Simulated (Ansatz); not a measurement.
Ansatz input

```yaml
crystal:
  lattice:
    - [0.0, 2.6166839294, 2.6166839294]
    - [2.6166839294, 0.0, 2.6166839294]
    - [2.6166839294, 2.6166839294, 0.0]
  atoms:
    - { symbol: "Y", position: [0.0, 0.0, 0.0], spin: 1.0 }
hamiltonian:
  xc: mr2scan
  pseudopotentials:
    kind: paw
    azcp:
      "Y": "pseudopotentials/Y.paw.azcp"
basis:
  ecutwfc: 500
  fft_grid_basis: typed
kpoints:
  mp_grid: { grid: [17, 17, 17], shift: [0, 0, 0] }
magnetization:
  spin_polarized: true
scf:
  occupations: { method: fermi_dirac, width: 0.05 }
output:
  stress: true
```

and its output:

```
Engine: ansatz 0.2.0, aarch64-unknown-linux-gnu
Pseudopotentials: kind: paw
Pseudopotential: Y, paw, valence charge 11, recommended cutoff 500 eV (meta_gga) 
Functional definition: m-r2SCAN
  exchange = m_r2scan_x
  correlation = m_r2scan_c
Crystal: 1 atoms, lattice volume = 35.833 Å³
Basis set: ecut = 500 eV, 941 PW (Γ), exchange–correlation on 108×108×108 points (64 copies of the dense FFT grid, shifted against one another)
Bands: 10, of which v1, the nominal top of the filled ones, is band 6 counted from 1 (5 counted from 0)
Symmetry: 48 space group operations
Space group: Fm-3m (ITA 225), of the structure as read, at distance tolerance 3.3e-5 Å
Magnetic group: BNS 225.116 (UNI 1618), of the structure as read, at distance tolerance 3.3e-5 Å
k-points: 165 of 4913
Non-local potential: Y, projectors of the file, l = 0: 3, l = 1: 2, l = 2: 2, l = 3: 1
PAW form: soft (Blöchl's): semilocal exchange-correlation on the pseudo side does not see the compensation charge
PAW frozen core: Y, regenerated for the run's functional (the file was generated under x = pbe(κ = 0.804, μ = 0.2195149727645171), c = pbe(β = 0.06672455060314922))
PAW one-centre angular grid: Y, 590 points (default); XC on 160 Gauss nodes
Initial density: superposition of atomic densities (chi_scale 0.1, normalization cell)
Starting moments: Σ|m| = 1 μB on 1 of 1 site
Initial wavefunctions: pseudopotential atomic-orbital guess
Functional: x = mr2scan, c = mr2scan; τ floored in thin density (d = 2e-4 eV/Å³)
iter 1 solved again at ethr=1.22e-3 eV; its pass at ethr=3.10e-3 eV (dr2=1.34e-1 eV) is discarded
SCF iter   1: F=—  HF=-3859.529478 eV  |F-HF|=—  |Δ(HF+E_count)|=         —  Δρ=1.58e-2 (↑1.58e-2 ↓6.91e-3)  dr2=1.33e-1  dr2_τ=4.61e-3  dr2_m=2.95e-2  M=0.755 μB ∫|m|=0.755 μB  β_m=1.00  ethr=1.22e-3  ⟨swp⟩=2.0  Hψ=26095  notcnv=0
Mixer restart at iter 1: flushing history
SCF iter   2: F=—  HF=-3859.686894 eV  |F-HF|=—  |Δ(HF+E_count)|=         —  Δρ=7.74e-3 (↑7.74e-3 ↓5.54e-3)  dr2=9.08e-2  dr2_τ=3.06e-4  dr2_m=2.08e-3  M=0.615 μB ∫|m|=0.615 μB  β_m=1.00  ethr=1.21e-3  ⟨swp⟩=2.0  Hψ=5224  notcnv=0
Mixer restart at iter 2: flushing history
SCF iter   3: F=—  HF=-3859.661022 eV  |F-HF|=—  |Δ(HF+E_count)|=   2.59e-2  Δρ=4.16e-3 (↑4.16e-3 ↓4.05e-3)  dr2=3.18e-2  dr2_τ=2.16e-4  dr2_m=4.30e-4  M=0.537 μB ∫|m|=0.537 μB  β_m=1.00  ethr=8.25e-4  ⟨swp⟩=2.5  Hψ=5345  notcnv=0  κ⁻¹=1.0e0(r=1)
SCF iter   4: F=—  HF=-3859.646264 eV  |F-HF|=—  |Δ(HF+E_count)|=   1.48e-2  Δρ=1.80e-3 (↑1.45e-3 ↓1.80e-3)  dr2=1.87e-3  dr2_τ=5.88e-5  dr2_m=1.34e-4  M=0.404 μB ∫|m|=0.404 μB  β_m=1.00  ethr=2.89e-4  ⟨swp⟩=2.7  Hψ=6385  notcnv=0  κ⁻¹=1.9e-2(r=2)
SCF iter   5: F=—  HF=-3859.645324 eV  |F-HF|=—  |Δ(HF+E_count)|=   9.39e-4  Δρ=9.28e-4 (↑8.48e-4 ↓9.28e-4)  dr2=4.87e-4  dr2_τ=1.48e-5  dr2_m=5.86e-5  M=0.352 μB ∫|m|=0.352 μB  β_m=1.00  ethr=1.70e-5  ⟨swp⟩=1.7  Hψ=3722  notcnv=0  κ⁻¹=5.9e-3(r=3)
...
SCF iter  26: F=-3859.644513 eV  HF=-3859.644513 eV  |F-HF|=2.73e-7  |Δ(HF+E_count)|=   1.33e-5  Δρ=1.83e-5 (↑1.83e-5 ↓1.68e-5)  dr2=8.54e-8  dr2_τ=9.28e-9  dr2_m=8.43e-8  M=0.034 μB ∫|m|=0.034 μB  β_m=1.00  ethr=7.03e-10  ⟨swp⟩=4.3  Hψ=8799  notcnv=0  κ⁻¹=1.2e-6(r=8)
SCF iter  27: F=-3859.644521 eV  HF=-3859.644521 eV  |F-HF|=2.83e-9  |Δ(HF+E_count)|=   7.95e-6  Δρ=2.28e-6 (↑2.28e-6 ↓2.15e-6)  dr2=8.58e-9  dr2_τ=8.05e-11  dr2_m=5.77e-11  M=-0.002 μB ∫|m|=0.002 μB  β_m=1.00  ethr=7.03e-10  ⟨swp⟩=3.5  Hψ=7276  notcnv=0  κ⁻¹=1.3e-6(r=8)
SCF iter  28: F=-3859.644521 eV  HF=-3859.644521 eV  |F-HF|=1.09e-10  |Δ(HF+E_count)|=   2.46e-8  Δρ=5.43e-7 (↑5.25e-7 ↓5.43e-7)  dr2=3.16e-10  dr2_τ=4.84e-12  dr2_m=3.84e-12  M=0.000 μB ∫|m|=0.000 μB  ethr=7.80e-11  ⟨swp⟩=1.9  Hψ=10635  notcnv=0
SCF 1 converged in 28 iterations: F = -3859.644521 eV  dr2 = 3.16e-10
WARN: the starting moments were not kept: the SCF closed with an absolute magnetisation of 2.6e-4 μB, where they sum to 1 μB in size (1 site). That is at most 0.1 of that sum. Measured as dr2_m measures the in/out step, that magnetisation stands 4.7e-9 eV from none, at or under the dr2_threshold of 1.0e-7 eV: it is no larger than a step whose dr2_m would equal this threshold. The system may hold no moment; this SCF shows only that its start led to no more than that. To try another start: raise the starting moments (crystal.atoms[].spin, magnetization.per_species, magnetization.initial_magnetization, or on a non-collinear deck that types none of these the spinor_matrix: blocks that start its atoms; where the total moment is fixed, keep their sum and leave initial_magnetization as it is; typed ones take the place of any that the run laid by itself, positive ones on a crystal's lanthanoids without a Hubbard term where scf.initial_density.shell_occupations: [] is typed) or, if the notice of its spin-set hold's release reads "site moments contracting" or "site moments show no strong build", lengthen the hold (scf.mixing.spin_hold: { on: { confirm: 4 } }; for m-r²SCAN on two components see the key's manual first). Each may lead to a state that holds a moment. A second SCF, from the converged charge density, with the starting moments and any scf.initial_density.shell_occupations laid on it anew, would have followed, and was not run: the deck does not ask for one (magnetization.retry_lost_moments is false, the default). To let it run, set magnetization.retry_lost_moments: true and run the deck again, where that key's refused combinations let it; where memory then withholds it, that run's warning says so.
this state was not tested for a lower state beside it, because the mixer in use, unlike msr1, does not test its closes by its own steps (another_mixer; see scf.mixing.algorithm and scf.lower_state_search)
SCF converged after 28 iterations
Magnetization: 0.0003 μB (5.5001 up, 5.4999 down)
Absolute magnetization: 0.0003 μB (∫|ρ↑−ρ↓|, with the PAW one-centre terms)
Spin contamination: 0.0000 ħ² per cell (⟨S²⟩ above its minimum at these occupations)
Per-site moments (μB) at R_I (Å): [(0.00014671075869398048, 1.5264768343279962)]
Free energy (F): -3859.644521 eV
Harris-Foulkes:  -3859.644521 eV  (|F-HF|=1.09e-10)
Internal energy: -3859.628940 eV  (E = F + TS)
E sigma→0 (E₀):  -3859.636730 eV
Entropy (-TS):   -0.015581 eV (-15.581 meV/atom)
Fermi energy:    8.475259 eV
--- Per-component energies (eV) ---
  E_band       = -141.917988
  E_kinetic    = 302.404682
  E_local      = -643.846878  (includes V_loc(G=0)·N_el)
  E_nonlocal   = 49.712151
  E_hartree    = 203.697819
  E_xc         = -166.649975
  E_vxc        = -220.168851  (∫ρ·V_xc dr)
  E_paw        = -2841.568494  (= ΣΔE_a)
  E_vpaw       = -49.503455  (= ΣTr[D̂ρ^β])
  E_aug_tail   = 0.000003  (compensation charges beyond the density's cutoff)
  E_vtau       = 12.089009  (kinetic-family band-sum trace: ∫τ·v_τ [+ j·A + Jᵃ·Aᵃ] dr)
  E_ewald      = -763.224296
  E_core_change = -0.153953  (= ΣΔE_core)
  E_smearing   = -0.015581  (= −TS)
  E_closure    = 0.000000  (closes the sum)
  Σ components = -3859.644521   (vs F -3859.644521, Δ=0.00e0)
--- Stress (GPa, compression-positive) ---
       -2.511863       0.000000      -0.000000
       -0.000000      -2.511863      -0.000000
        0.000000       0.000000      -2.511863
  P = ⅓ Tr σ = -2.5119 GPa (-25.119 kbar)
```
